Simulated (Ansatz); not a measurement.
All numbers below come from DFT PBE, scalar-relativistic, plane waves, PAW in Ansatz 0.2.0. All cells share a 420 eV cutoff and Γ-centred k meshes spaced at most about 0.3 Å⁻¹ (about 0.25 or finer for metals, 2π included). No spin polarisation in the final relaxations.

All energies are static (0 K, no zero-point motion).

Two forms of ScSiS4 were relaxed alike.

A. Space group Cmmm (No. 65), orthorhombic, a = 4.925 Å, b = 8.994 Å, c = 5.003 Å. Sc has 8 S at 2.72–2.76 Å, 2 S at 3.26 Å and 4 Si at 3.51 Å; around Si lie 8 S at 2.68–2.79 Å, 2 S at 3.44 Å and 4 Sc at 3.51 Å; S on its first site has 1 S at 2.48 Å, 2 Sc at 2.76 Å, 2 Si at 2.79 Å, 4 S at 3.18–3.33 Å and 1 Sc at 3.26 Å; S on its second site has 1 S at 2.12 Å, 2 Si at 2.68 Å, 2 Sc at 2.72 Å, 8 S at 3.33–3.51 Å and 1 Si at 3.44 Å.

B. Space group P6/mmm (No. 191), hexagonal, a = 4.591 Å, c = 9.846 Å. Around Sc lie 6 S at 2.65 Å and 2 S at 2.98 Å; around Si lie 2 S at 1.94 Å; around S on a site of symmetry -6m2 lie 3 S at 2.65 Å and 3 Sc at 2.65 Å; around S on a site of symmetry 6mm lie 1 Si at 1.94 Å and 1 Sc at 2.98 Å.

Question: Which would you expect to be lower, and how large is the difference?

Answer: A is lower, by 92 meV/atom. A has space group Cmmm (No. 65), 18.5 Å³/atom and no gap on its mesh; B has space group P6/mmm (No. 191), 30.0 Å³/atom and no gap. Counting S or Si atoms around Sc (for each partner element, those within 1.25 times its shortest distance or 1.15 times the sum of covalent radii, where it is the nearest in units of that sum or under 1.3; a plus sign parts groups by distance over the sum of covalent radii), A has Sc 8+6 and B has Sc 8. A holds S–S pairs (shortest 2.12 Å); in B the shortest S–S distance is 2.65 Å, near bonding range too. The denser one is the lower, and pressure would at first widen the difference. Both come from invented guesses. A third cell relaxed alike, in P4mm, lies 67 meV/atom below the lower of the two.

In Cmmm, P6/mmm an odd number of electrons in the primitive cell allows no gap without spin; a larger cell or a magnetic state could open one. Cells relaxed within their symmetry can be saddle points.
